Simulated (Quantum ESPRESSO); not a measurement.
Band energies of C

```
C
1.0
    2.12732    -1.22828     0.00000
    2.12732     1.22828     0.00000
   -1.37907     0.00000     3.50284
C
2
Direct
  0.83336   0.83336   0.00009
  0.16664   0.16664   0.99991
```

norm-conserving PBEsol (Quantum ESPRESSO, 82 Ry, no spin-orbit coupling); path ΓYFLI,I1ZF1,YX1,XΓN,MΓ; energies in eV from the valence-band maximum.

```
k (1/Å)  point  band 1  band 2  band 3  band 4  band 5  band 6  band 7
-------  -----  ------  ------  ------  ------  ------  ------  ------
0.00         Γ  -19.52   -6.71   -2.80   -2.80    3.88    8.65    8.66
0.53            -18.99   -6.73   -4.49   -3.65    5.82    8.75   10.23
1.06            -17.52   -8.01   -5.92   -5.13    7.01    8.26   10.30
1.70            -14.81  -12.24   -6.20   -3.06    2.28    7.62   12.90
1.91         Y  -14.04  -13.12   -6.28   -2.47    1.54    7.57   12.92
2.32         F  -15.52  -11.42   -6.08   -2.86    2.68    7.73    9.68
2.84            -14.72  -12.35   -6.21   -3.02    2.28    7.63   13.01
3.46            -14.13  -13.15   -6.24   -2.02    2.11    7.86   11.68
3.56         L  -14.11  -13.17   -6.24   -1.96    2.08    7.86   11.75
4.00            -13.66  -12.73   -8.16   -1.32    1.70   10.65   11.15
4.55         I  -13.10  -11.84  -10.24   -1.05    1.22   10.56   13.39
4.55        I1  -13.10  -11.84  -10.24   -1.05    1.22   10.56   13.39
5.07            -16.39   -8.90   -7.48   -4.79    5.14   11.14   11.50
5.59            -18.56   -7.41   -5.17   -4.33    9.11    9.60   10.21
6.12         Z  -19.30   -8.32   -2.81   -2.81    8.62    8.62    9.50
6.73            -18.29   -7.07   -6.14   -4.42    8.44    8.82   10.54
7.24            -15.95  -10.71   -5.93   -4.31    4.09    7.82   12.59
7.85        F1  -15.52  -11.42   -6.08   -2.86    2.68    7.73    9.68
7.85         Y  -14.04  -13.12   -6.28   -2.47    1.54    7.57   12.92
8.30            -13.57  -12.66   -8.32   -1.79    1.45   10.30   11.66
8.42        X1  -13.30  -12.43   -9.15   -1.40    1.31   11.19   11.39
8.42         X  -13.30  -12.43   -9.15   -1.40    1.31   11.19   11.39
8.72            -12.48  -12.32  -10.51    0.00    0.39   10.66   12.44
9.31            -16.29   -9.19   -7.76   -3.13    4.32    7.94   11.68
9.81            -18.54   -5.69   -5.59   -4.72    5.10    8.69    9.48
10.31           -19.49   -6.68   -2.91   -2.86    3.92    8.67    8.78
10.41        Γ  -19.52   -6.71   -2.80   -2.80    3.88    8.65    8.66
10.91           -18.91   -6.24   -4.85   -3.85    5.06    8.69    9.76
11.41           -17.14   -8.86   -5.46   -4.73    5.38    7.91    8.55
11.91           -14.40  -12.72   -6.25   -2.64    1.67    7.58   12.63
12.01        N  -14.04  -13.11   -6.28   -2.51    1.49    7.57   13.01
12.01        M  -14.12  -13.18   -6.24   -1.92    2.14    7.87   11.66
12.41           -16.33  -10.34   -5.82   -3.45    4.33    7.98    8.49
12.91           -18.55   -5.93   -5.69   -4.32    5.24    8.60    8.82
13.51        Γ  -19.52   -6.71   -2.80   -2.80    3.88    8.65    8.66
```

The PBEsol gap is direct, 0.39 eV at 15 % of the way from X to Γ. Another valence and conduction extremum on the path lies within 0.02 eV, too close to call.

Geometry of the Materials Project entry, not relaxed at this level.

This is not the ordinary phase of the substance; no match was found in the copy of COD used, and its stability was not checked.

The distance between layers or molecules is the database entry's, not relaxed here. Functionals without dispersion can leave it too large, which widens gaps and weakens the response across layers: the numbers belong to this cell.
